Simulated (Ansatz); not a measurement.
## GdCu (Pm-3m): majority and minority states

The source of the geometry is a structure as deposited in COD; atoms and cell stay fixed.

Settings: LDA, 11×11×11 k mesh, Fermi–Dirac smearing of 0.05 eV. LAPW is all-electron LAPW in Ansatz 0.2.0. Site moments are integrated in spheres about the atoms. DFT+U (Dudarev's form): U = 3.0 eV on Gd f.

The run was typed so:

```yaml
crystal:
  lattice:
    - [3.502, 0.0, 0.0]
    - [0.0, 3.502, 0.0]
    - [0.0, 0.0, 3.502]
  atoms:
    - { symbol: Gd, position: [0.5, 0.5, 0.5], spin: 7.0 }
    - { symbol: Cu, position: [0.0, 0.0, 0.0] }
magnetization:
  spin_polarized: true
kpoints:
  mp_grid: { grid: [11, 11, 11] }
scf:
  occupations: { method: fermi_dirac, width: 0.05 }
hamiltonian:
  xc: lda
  pseudopotentials: { kind: all_electron, lapw: { basis_error: 0.001 } }
  hubbard: { sites: [{ species: Gd, l: f, u_eff: 3 }] }
output:
  forces: true
  stress: true
  eigenvalues: true
  hubbard: { sites: [{ species: Gd, l: f }, { species: Cu, l: d }] }
  populations: true
  dos: { projected: true, de: 0.1, e_range: [-10, 8] }
```

Command: `ansatz run input.yaml --threads 1 --pin off --max-ram 3072MiB --backend cpu --events-out ev --progress --plain --runs-dir out`

Density of states, smoothed by a Gaussian of 0.15 eV:

| E − E_F (eV) | majority (states/eV/cell) | minority (states/eV/cell) |
| --- | --- | --- |
| -7.00 | 0.16 | 0.00 |
| -6.60 | 15.60 | 0.00 |
| -6.20 | 2.20 | 0.01 |
| -5.80 | 0.08 | 0.05 |
| -5.40 | 0.12 | 0.09 |
| -5.00 | 0.16 | 0.12 |
| -4.60 | 0.23 | 0.17 |
| -4.20 | 0.60 | 0.30 |
| -3.80 | 1.00 | 0.94 |
| -3.40 | 3.13 | 3.03 |
| -3.00 | 6.82 | 7.32 |
| -2.60 | 2.13 | 2.05 |
| -2.20 | 0.75 | 0.96 |
| -1.80 | 0.21 | 0.16 |
| -1.40 | 0.39 | 0.19 |
| -1.00 | 0.72 | 0.38 |
| -0.60 | 0.85 | 0.73 |
| -0.20 | 0.75 | 0.83 |
| 0.20 | 1.30 | 0.60 |
| 0.60 | 0.70 | 0.91 |
| 1.00 | 0.44 | 1.75 |
| 1.40 | 1.12 | 12.49 |
| 1.80 | 0.71 | 4.58 |
| 2.20 | 0.92 | 1.04 |
| 2.60 | 0.84 | 0.89 |
| 3.00 | 0.73 | 0.93 |
| 3.40 | 1.14 | 0.91 |
| 3.80 | 0.89 | 0.64 |
| 4.20 | 0.55 | 0.93 |

Problem. What spin moment does the cell carry?

Solution. 7.28 μB. Site moments (μB): Gd1 7.16, Cu2 0.03.

Löwdin populations of d and f shells (filled inner shells left out):

```json
{"shell": "Gd1 5d", "up": "1.39", "down": "1.07"}
{"shell": "Gd1 4f", "up": "7.00", "down": "0.04"}
{"shell": "Cu2 3d", "up": "4.85", "down": "4.85"}
```

Spin–orbit coupling is left out although heavy atoms are present. With open f shells a run can end in a state that isn't the lowest. These are results for the start and cell typed. The real compound can order otherwise, in a larger cell, or not at all, since semilocal functionals at zero temperature often overstate magnetism.
